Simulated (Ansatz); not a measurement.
Eu (Im-3m); parallel moments.

```
Eu
1.0
    -2.30300    2.30300    2.30300
     2.30300   -2.30300    2.30300
     4.60600    4.60600    0.00000
Eu
2
Direct
  0.00000 0.00000 0.00000
  0.50000 0.50000 0.50000
```

Geometry: a structure as deposited in COD, repeated to hold the magnetic orders; nothing is relaxed.

Functional, mesh and filling: PBE, 8×8×5 k mesh, Fermi–Dirac smearing of 0.05 eV. PAW means Ansatz 0.2.0 on its default frozen-core files. Site moments are integrated in spheres about the atoms. Start moments (μB): Eu1 7, Eu2 7.

Iteration by iteration:

```tsv
iteration	Harris–Foulkes energy less the last (meV)	density residual (eV)	M (μB)	∫|m| (μB)
1	2339.484	8.0e-01	14.3860	14.3860
2	1639.836	2.6e-01	14.3776	14.3776
3	715.478	1.6e-01	14.4860	14.4860
4	68.607	7.7e-02	14.6773	14.6773
5	1.533	4.6e-03	14.7092	14.7092
6	-0.529	1.6e-03	14.6814	14.6814
7	-1.018	1.4e-05	14.6793	14.6793
8	0.005	2.4e-06	14.6827	14.6827
9	0.003	1.1e-06	14.6846	14.6846
10	0.001	1.1e-07	14.6861	14.6861
11	0.000	3.5e-08	14.6870	14.6870
12	0.000	7.3e-09	14.6878	14.6878
```

Site moments (μB): Eu1 7.08, Eu2 7.08. Cell moment 14.69 μB.

Without U a semilocal functional puts the f levels too near the Fermi level, which can change moments and the order of magnetic states; site and cell moments are spin moments. Spin–orbit coupling is left out although heavy atoms are present. With open f shells a run can end in a state that isn't the lowest. These are results for the start and cell typed. The real compound can order otherwise, in a larger cell, or not at all, since semilocal functionals at zero temperature often overstate magnetism.
